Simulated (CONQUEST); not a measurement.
Input and output of a self-consistent single point for a model cell of In (I4_1/amd, 4 atoms in the cell; prototype structure) (CONQUEST).

Computed with CONQUEST with PBE, numerical atomic orbitals double-zeta with polarisation (the shipped basis) contracted to multi-site support functions of range 10 bohr, PseudoDojo norm-conserving potentials made for PBE.

```yaml
crystal:
  lattice:
    - [5.86438, 0.00000, 0.00000]
    - [0.00000, 5.86438, 0.00000]
    - [0.00000, 0.00000, 3.19968]
  atoms:
    - { symbol: In, position: [0.00000, 0.50000, 0.25000] }
    - { symbol: In, position: [0.00000, 0.00000, 0.00000] }
    - { symbol: In, position: [0.50000, 0.00000, 0.75000] }
    - { symbol: In, position: [0.50000, 0.50000, 0.50000] }
```

Reference input (self-consistent single point, DFT, PBE, numerical atomic orbitals double-zeta with polarisation (the shipped basis), PseudoDojo norm-conserving potentials made for PBE): basis = DZP; Diag.MPMeshX, Y, Z = 3 3 6; potentials = PseudoDojo norm-conserving PBE; Grid.GridCutoff = 140 Ha; DM.SolutionMethod = diagon; Diag.kT = 0.003675 Ha; Diag.GammaCentred = true; minE.SCTolerance = 1.0e-06; SC.MaxIters = 100; SC.LinearMixingFactor = 0.3; SC.KerkerPreCondition = true; SC.KerkerFactor = 0.3 1/bohr. This run's input differs from it in these lines:

```diff
@@ -13,2 +13,9 @@
 %endblock
+%block In
+  Atom.NumberOfSupports    9
+  Atom.MultisiteRange      10
+  Atom.LFDRange            10
+%endblock
+Basis.MultisiteSF              T
+Multisite.LFD                  T
```

Log, with long lists cut:

```
    PulayMixSC: Starting Pulay mixing, A_up =  0.300 A_dn =  0.300
    PulayMixSC: Spin non-polarised calculation.
    PulayMixSC: with Kerker preconditioning, q0 =  0.300
          Harris-Foulkes Energy            :      -265.759348530844363 Ha
          Free Energy (E-TS)               :      -265.762870505021908 Ha
    PulayMixSC: Pulay iteration     1 residual:              0.13940E-02
          Harris-Foulkes Energy            :      -265.754628071607556 Ha
          Free Energy (E-TS)               :      -265.758145436055315 Ha
    PulayMixSC: Pulay iteration     2 residual:              0.11046E-02
   [... lines left out ...]
          Free Energy (E-TS)               :      -265.748547270675772 Ha
    PulayMixSC: Pulay iteration     9 residual:              0.16056E-05
          Harris-Foulkes Energy            :      -265.745027848189181 Ha
          Free Energy (E-TS)               :      -265.748547165278183 Ha
    PulayMixSC: Pulay iteration    10 residual:              0.13038E-05
          Harris-Foulkes Energy            :      -265.745028046510299 Ha
          Free Energy (E-TS)               :      -265.748547426155255 Ha
    PulayMixSC: Pulay iteration    11 residual:              0.76682E-06
    PulayMixSC: Reached SCF tolerance of  0.76682E-06 after     11 iterations
      | Number of electrons      =        52.000096
      | GS Energy as E-(1/2)TS   =      -265.746787736332749 Ha
      | Free Energy as E-TS      =      -265.748547426155255 Ha
      |* Harris-Foulkes energy   =      -265.745028046510299 Ha
      |* DFT total energy        =      -265.745028045211313 Ha

    force: Forces on atoms (Ha/a0)
    force:  Atom   X              Y              Z
    force:     1  -0.0000000000  -0.0000000000   0.0000000000
   [... zero for the other atoms too ...]

    force: Maximum force :        0.00000000(Ha/a0) on atom         1 in z direction
    force: Force Residual:        0.00000000 Ha/a0
    force: Total stress:         -4.09680202     0.00000000     0.00000000 GPa
                            -0.00000000    -4.09680202     0.00000000
                             0.00000000     0.00000000    -1.45215246
    force: Average pressure:      3.21525217 GPa

    get_E_and_F: Change in energy during last step of electronic optimisation: -0.19832E-06
```

The run converged in 11 iterations. CONQUEST prints the stress tensor with tension positive. Against the reference run the free energy rises by 24.2 meV/atom and the pressure goes from 2.69 to 3.22 GPa.

Lattice and positions were typed or generated, without prior relaxation. The program uses no crystal symmetry, so grid and mesh can part values that symmetry would make equal. The atom-centred basis is finite, which shifts total energies and pressures against plane waves. This run is one point of a test of settings, so its values need not be converged; read them against the reference run alone. No clean gap shows at this smearing width and mesh (spacing up to 0.36 Å⁻¹); the mesh is coarse for partly filled bands, so the values carry mesh errors.

Cost on one core: around 70 core-seconds (rough).
